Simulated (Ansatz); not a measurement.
# Is this CaAlBrCl3 structure a true minimum?

The structure comes from a generated guess, relaxed at this level; another structure or a mixture of phases may lie lower.

These are results of DFT PBE, scalar-relativistic, plane waves, PAW in Ansatz, not measurements. Plane waves to 420 eV, a k mesh through Γ of 8×8×6 on the computed 6-atom cell and Gaussian smearing (0.10 eV); no spin polarisation.

The cell below (6 atoms, space group Cm (No. 8)) is relaxed within its symmetry.

```cif
data_structure
_symmetry_space_group_name_H-M 'P 1'
_symmetry_Int_Tables_number 1
_cell_length_a 6.6381
_cell_length_b 6.6381
_cell_length_c 6.4451
_cell_angle_alpha 100.901
_cell_angle_beta 100.901
_cell_angle_gamma 40.751
_cell_volume 181.58
loop_
_atom_site_label
_atom_site_type_symbol
_atom_site_fract_x
_atom_site_fract_y
_atom_site_fract_z
_atom_site_occupancy
Ca1 Ca 0.03477 0.03477 0.88058 1
Al1 Al 0.35689 0.35689 0.35679 1
Br1 Br 0.63505 0.63505 0.74994 1
Cl1 Cl 0.40966 0.40966 0.03014 1
Cl2 Cl 0.17179 0.17179 0.26834 1
Cl3 Cl 0.89185 0.89185 0.46422 1
```

For the test a repeat of it with 12 atoms (edges 6.45, 6.64, 9.24 Å) was strained at random (σ = 1.5 % a component), the atoms were moved at random (σ = 0.15 Å), and all was relaxed again on a coarse 4×4×4 mesh (in the run’s order of axes) with 0.20 eV smearing, with no symmetry imposed.

An odd number of electrons in the primitive cell allows no gap without spin; a larger cell or a magnetic state could open one.

Task: Does it come back?

Result: It doesn't return. The energy falls by 80 meV/atom on that mesh, the volume changes by 3.9 %, and the end has space group P1 (No. 1) at a loose tolerance. Relaxed again on a 4×4×4 mesh with 0.02 eV smearing, the new structure lies 80 meV/atom below the first (mesh in the axes of the run's cell; the cell below is made exact in the group named). Space group P1 (No. 1), triclinic, a = 6.500 Å, b = 7.060 Å, c = 8.996 Å, α = 73.6°, β = 71.4°, γ = 85.2°. Ca on its first site has 2 Cl at 2.81–2.87 Å, 2 Br at 2.82–2.83 Å and 1 Al at 3.30 Å; Al on its first site is surrounded by 4 Cl at 2.14–2.17 Å; around Br on its first site lie 2 Ca at 2.82 Å; Cl on its first site has 1 Al at 2.17 Å and 1 Ca at 2.91 Å; 8 more sites not described.

```cif
data_structure
_symmetry_space_group_name_H-M 'P 1'
_symmetry_Int_Tables_number 1
_cell_length_a 6.5005
_cell_length_b 7.0596
_cell_length_c 8.9961
_cell_angle_alpha 73.594
_cell_angle_beta 71.436
_cell_angle_gamma 85.179
_cell_volume 375.41
loop_
_atom_site_label
_atom_site_type_symbol
_atom_site_fract_x
_atom_site_fract_y
_atom_site_fract_z
_atom_site_occupancy
Ca1 Ca 0.13995 0.16072 0.93694 1
Ca2 Ca 0.61891 0.08442 0.50005 1
Al1 Al 0.42561 0.69968 0.20462 1
Al2 Al 0.03249 0.61273 0.74681 1
Br1 Br 0.98305 0.25742 0.23722 1
Br2 Br 0.59331 0.19994 0.78556 1
Cl1 Cl 0.53985 0.95891 0.24076 1
Cl2 Cl 0.18573 0.94454 0.70129 1
Cl3 Cl 0.12817 0.77535 0.14165 1
Cl4 Cl 0.82896 0.73575 0.57354 1
Cl5 Cl 0.37114 0.46003 0.42640 1
Cl6 Cl 0.65285 0.61050 0.00515 1
```
